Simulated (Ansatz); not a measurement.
Here is the system:

Ru (hcp, Mg type)

```
CELL_PARAMETERS angstrom
      2.69188     0.00000     0.00000
     -1.34594     2.33123     0.00000
      0.00000     0.00000     4.24566
ATOMIC_POSITIONS crystal
  Ru 0.33333 0.66667 0.75000
  Ru 0.66667 0.33333 0.25000
```

This relaxed cell (volume V₀) is scaled evenly in all directions, its shape held. Symmetry pins the atoms to their sites.

Calculation: PBEsol (plane waves to 420 eV, PAW, scalar-relativistic; Ansatz, a quantum-chemistry and plane-wave program). k mesh 20×20×11 (Γ-centred), Fermi-Dirac smearing 0.05 eV. The energy includes the smearing's −TS. Compression counts positive. With the shape held, the modulus is that of even scaling; a crystal free to change shape is softer. Ru is run without spin polarisation. Ru was relaxed with its symmetry unable to fall. The zero of ΔE is the relaxed starting cell.

The scan covers V/V₀ from 0.840 to 1.160 in 13 points.

**Question.** What is the fitted pressure derivative B₀′?

**Answer.** 4.8.

**Question.** What bulk modulus at fixed cell shape B₀ follows from a third-order Birch-Murnaghan fit?

**Answer.** 346 GPa.

(Under strain, the slope of the energy per volume gives the stress and its curvature an elastic modulus.)
